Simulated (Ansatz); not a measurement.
Here is the system:

GaN:
```
GaN
1.0
    3.15165     0.00000     0.00000
   -1.57582     2.72941     0.00000
    0.00000     0.00000     5.13818
Ga N
2 2
Direct
  0.66667   0.33333   0.49930
  0.33333   0.66667   0.99930
  0.66667   0.33333   0.87570
  0.33333   0.66667   0.37570
```

This is the LDA-relaxed structure. x, y and z are the axes in which the lattice vectors are written.

All from plane-wave PAW LDA (Ansatz code), unless another level is named. Give the vibrational entropy at 300 K.

16.1 J/(K·mol of atoms).

Give the Poisson's ratio.

0.26.

Next, the highest zone-centre frequency (without LO–TO term)?

20.93 THz.

What about the elastic constants (relaxed ions, GPa)?

C11 = 367, C12 = 138, C13 = 100, C33 = 410, C44 = 96.6.

Space group P6_3mc (wurtzite). The LDA relaxation kept the symmetry of its start; phonons on a q-mesh show no instability.

Potentials: the earlier of the program's two PAW sets.
